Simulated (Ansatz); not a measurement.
TiTeS:
```
CELL_PARAMETERS angstrom
      3.59471     0.00000     0.00000
     -1.79736     3.11311     0.00000
      0.00000     0.00000     6.36441
ATOMIC_POSITIONS crystal
  Ti 0.33333 0.66667 0.03417
  Te 0.00000 0.00000 0.74131
  S  0.66667 0.33333 0.22452
```

Relaxed with r²SCAN+D4. Special points in fractions of this cell's reciprocal vectors: Γ (0.000, 0.000, 0.000); M (0.500, 0.000, 0.000); K (0.333, 0.333, 0.000); A (0.000, 0.000, 0.500); L (0.500, 0.000, 0.500); H (0.333, 0.333, 0.500).

**Question.** List the band energies nearest the Fermi level at these points for DFT-r²SCAN+D4 in the program Ansatz with PAW potentials.

**Answer.** In eV from the Fermi level; about four levels below and three above (degenerate sets whole), none deeper than 8.9 eV; points with the same levels are listed once.

```
k                    below                above
-  -----------------------  -------------------
Γ  -5.73 -3.54 -3.54 -1.15  0.17 0.17 0.79 0.79
M  -3.59 -3.50 -2.67 -1.23       0.10 1.12 1.42
K  -4.29 -3.28 -3.24 -2.60       0.92 0.97 1.36
A  -4.48 -3.52 -3.52 -3.01  0.16 0.16 0.68 0.68
L  -3.22 -2.03 -1.09 -0.03       1.13 1.36 2.86
H  -4.57 -3.67 -2.58 -2.46       0.84 0.90 0.98
```

Space group P3m1. The first step of the workflow began from a Materials Project structure, measured or hypothetical; the Crystallography Open Database copy checked does not list it. Whether it is the stable phase at ambient conditions was not checked. The r²SCAN+D4 relaxation kept the symmetry of its start; whether a distortion lowers the energy is not shown. The run is not spin-polarised. Scalar-relativistic: spin–orbit coupling is off unless named, which matters more the heavier the elements.

Potentials: the later of the program's two PAW sets.
